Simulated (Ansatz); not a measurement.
NaTl in space group Fd-3m (No. 227; Na on 8b, Tl on 8a) at seven volumes, r²SCAN (plane waves, PAW; program Ansatz), scaled uniformly. One row is withheld.

```
V (Å³/atom)  P (GPa)
-----------  -------
23.920          2.77
24.708          1.69
25.497             ?
26.285          0.00
27.074         -0.65
27.862         -1.21
28.651         -1.67
```

Problem. Fit the shown pressures and predict the withheld one.

Solution. P = (3/2)B₀(x^(7/2) − x^(5/2))[1 + (3/4)(B′ − 4)(x − 1)] with x = (V₀/V)^(2/3). Least squares on the six rows gives V₀ = 26.286 Å³/atom, B₀ = 23.6 GPa, B′ = 4.59. At V = 25.497, x = 1.0205 and P = 0.77 GPa. The run itself gave 0.77 GPa.

The workflow started from an entry of the Crystallography Open Database (COD). Its standing as an ambient phase is unchecked. The cell was relaxed with r²SCAN under the symmetry of its start; whether a distortion lowers the energy is not shown. Scalar-relativistic: spin–orbit coupling is off unless named, which matters more the heavier the elements.

Potentials: the later of the program's two PAW sets.
